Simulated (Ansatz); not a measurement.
Lattice vibrations of In$_{5}$Sb at Γ

Computed with DFT PBE, scalar-relativistic, plane waves, PAW (Ansatz). Settings: 420 eV plane-wave cutoff, Γ-centred 6×6×8 mesh, Fermi-Dirac smearing of 0.15 eV. No spin polarisation. Phonons by linear response, acoustic sum rule imposed.

Equilibrium structure at this level:
```
CELL_PARAMETERS angstrom
5.89360 0.00000 0.00000
-2.94680 5.10401 0.00000
0.00000 0.00000 5.56009
ATOMIC_POSITIONS crystal
In 0.00000 0.66877 0.50000
In 0.66877 0.00000 0.50000
In 0.33123 0.33123 0.50000
In 0.66667 0.33333 0.00000
In 0.33333 0.66667 0.00000
Sb 0.00000 0.00000 0.00000
```

The cell was found from a structure generator's guess, not taken from experiment. In a metal, frequencies depend on the k mesh and the smearing, soft modes most. Spin–orbit coupling is left out, which matters for heavy elements.

Optical modes at Γ:
```tsv
frequency (meV)	degeneracy
2.8	2
6.6	2
6.9	1
7.2	2
7.6	1
9.3	2
9.3	1
10.0	2
10.6	1
12.0	1
```

All 15 optical modes at Γ are real: no displacement of atoms at fixed cell lowers the energy to second order. Strains and modes at other wave vectors aren't tested by this run.
